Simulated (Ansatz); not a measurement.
BaTiO3:
```yaml
crystal:
  lattice:
    - [0.00000, 2.85787, -2.87395]
    - [0.00000, 2.85787, 2.87395]
    - [3.96422, 0.00000, 0.00000]
  atoms:
    - { symbol: Ba, position: [0.99503, 0.00497, 0.00000] }
    - { symbol: Ti, position: [0.47951, 0.52049, 0.50000] }
    - { symbol: O, position: [0.50935, 0.97682, 0.50000] }
    - { symbol: O, position: [0.02318, 0.49065, 0.50000] }
    - { symbol: O, position: [0.51304, 0.48696, 0.00000] }
```

Relaxed with r²SCAN. Special points in fractions of this cell's reciprocal vectors: Γ (0.000, 0.000, 0.000); Y (-0.500, 0.500, 0.000); C0 (-0.497, 0.503, 0.000); Σ0 (0.497, 0.497, 0.000); Z (0.000, 0.000, 0.500); A0 (0.497, 0.497, 0.500); E0 (-0.497, 0.503, 0.500); T (-0.500, 0.500, 0.500); S (0.000, 0.500, 0.000); R (0.000, 0.500, 0.500).

List the band energies nearest the valence-band maximum at these points for r²SCAN with spin–orbit coupling in the plane-wave PAW code Ansatz.

In eV from the valence-band maximum; about four levels below and three above (degenerate sets whole), none deeper than 8.9 eV; points with the same levels are listed once.

| k | below | above |
|---|---|---|
| Γ | -0.48 -0.48 -0.41 -0.41 | 2.66 2.66 2.88 2.88 |
| Y | -0.81 -0.81 -0.26 -0.26 | 4.12 4.12 4.18 4.18 |
| Z | -1.21 -1.21 -1.09 -1.09 | 3.03 3.03 4.06 4.06 |
| A0 | -0.03 -0.03 0.00 0.00 | 4.65 4.65 4.69 4.69 |
| S | -0.96 -0.96 -0.79 -0.79 | 2.86 2.86 4.11 4.11 |
| R | -0.85 -0.85 -0.05 -0.05 | 4.17 4.17 4.19 4.19 |

Space group Amm2. This is a known low-temperature phase of the composition, computed here at zero pressure and temperature. The r²SCAN relaxation kept the symmetry of its start. At this level the phase is dynamically unstable (imaginary phonons). The run is not spin-polarised.

Potentials: the earlier of the program's two PAW sets.
